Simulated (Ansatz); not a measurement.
**Formation energy of ScAl**

```
CELL_PARAMETERS angstrom
3.34460 0.00000 0.00000
0.00000 3.34460 0.00000
0.00000 0.00000 3.34460
ATOMIC_POSITIONS crystal
Sc 0.50000 0.50000 0.50000
Al 0.00000 0.00000 0.00000
```

The cell comes from a relaxation on PAW files under the same functional, begun from a database entry that needn't be the ground state.

Computed with Ansatz 0.2.0; functional PBEsol, scalar-relativistic. Settings: a Γ-centred 12×12×12 k mesh, Fermi–Dirac smearing of 0.05 eV, no spin polarisation. Methods: LAPW: all electrons, basis error target 0.5 meV/atom; PAW: frozen-core files, cutoff 420 eV.

The elements are taken as Al fcc, Sc hcp, each relaxed on PAW files under the same functional and computed by the same method as the compound; zero-point and thermal terms are left out.

The PAW files were made under PBE.

(1) Give the formation energy by each method, with the residual pressure at this cell and the LAPW gap.

(2) Give the LAPW value for one formula unit in kJ/mol.

Answers

(1) 

```
method  ΔE(formation) (eV/atom)  P at this cell (GPa)  gap (eV)
  LAPW                   -0.466                 -0.01      0.00
   PAW                   -0.466                 -0.01         –
```

(2) -0.466 eV/atom × 2 atoms × 96.485 kJ/(mol·eV) = -89.9 kJ/mol, at zero temperature and without zero-point motion.
